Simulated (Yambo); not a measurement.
Yambo run on CaC2 (space group C2/c, No. 15). The wavefunctions come from this Quantum ESPRESSO step (LDA, PseudoDojo standard norm-conserving files, scalar-relativistic):

```
&CONTROL
  calculation = 'nscf'
  pseudo_dir = './pseudo'
  outdir = './out'
/
&SYSTEM
  ibrav = 0
  nat = 6
  ntyp = 2
  ecutwfc = 82.0
  ecutrho = 328.0
  occupations = 'fixed'
  force_symmorphic = .true.
  nbnd = 141
/
&ELECTRONS
  conv_thr = 6.000000000000001e-09
  diago_full_acc = .true.
  diago_thr_init = 1e-08
/
ATOMIC_SPECIES
C 12.0110 C.upf
Ca 40.0780 Ca.upf
CELL_PARAMETERS angstrom
  3.297830000000  -2.081285000000   0.000000000000
  3.297830000000   2.081285000000   0.000000000000
 -2.197987000000   0.000000000000   7.049382000000
ATOMIC_POSITIONS crystal
C   0.420710000000   0.139670000000   0.560120000000
C   0.579290000000   0.860330000000   0.439880000000
C   0.860330000000   0.579290000000   0.939880000000
C   0.139670000000   0.420710000000   0.060120000000
Ca   0.174520000000   0.825480000000   0.750000000000
Ca   0.825480000000   0.174520000000   0.250000000000
K_POINTS automatic
4 4 2 0 0 0
```

Yambo input:

```
rim_cut
gw0
dyson
el_el_corr
HF_and_locXC
ppa
em1d
RandQpts= 1000000
RandGvec= 1 Ry
EXXRLvcs= 82 Ry
VXCRLvcs= 328 Ry
Chimod= "HARTREE"
% BndsRnXp
 1 | 140 |
%
NGsBlkXp= 7 Ry
% LongDrXp
 1.0 | 1.0 | 1.0 |
%
PPAPntXp= 27.2114 eV
% GbndRnge
 1 | 140 |
%
GTermKind= "BG"
DysSolver= "n"
ExtendOut
% QPkrange
 11 | 11 | 18 | 19 |
 13 | 13 | 18 | 19 |
%
```

k points by index: 11 = (0.25, -0.25, 0), 13 = (-0.5, -0.5, 0).

Table of the .qp output:

```
#    K-point    Band    Eo [eV]    E [eV]    E-Eo [eV]    Vxc [eV]    Vnlxc [eV]    Sc|Eo [eV]    Sc|E [eV]    dSc/dw|Eo [eV]    Re(Z)    Im(Z)
#
    11    18    0.000000    -0.856679    -0.856679    -14.63648    -18.64434    2.912866    3.151173    -7.568279    0.782391    -0.001533
    11    19    4.146117    5.477806    1.331689    -12.38008    -6.911207    -3.828776    -4.137181    -6.301128    0.811974    -0.001582
    13    18    -0.689831    -1.669076    -0.979245    -13.87250    -18.19279    3.066586    3.341043    -7.624577    0.781121    -0.002515
    13    19    1.859021    2.990564    1.131542    -10.79601    -6.165804    -3.258604    -3.498665    -5.772489    0.824989    -0.001183
```
(The two width columns are left out.) Convergence of these settings isn't established.

Geometry of the Materials Project entry, not relaxed at this level.

The structure is a Materials Project entry; no match was found in the copy of COD used, and its stability was not checked.
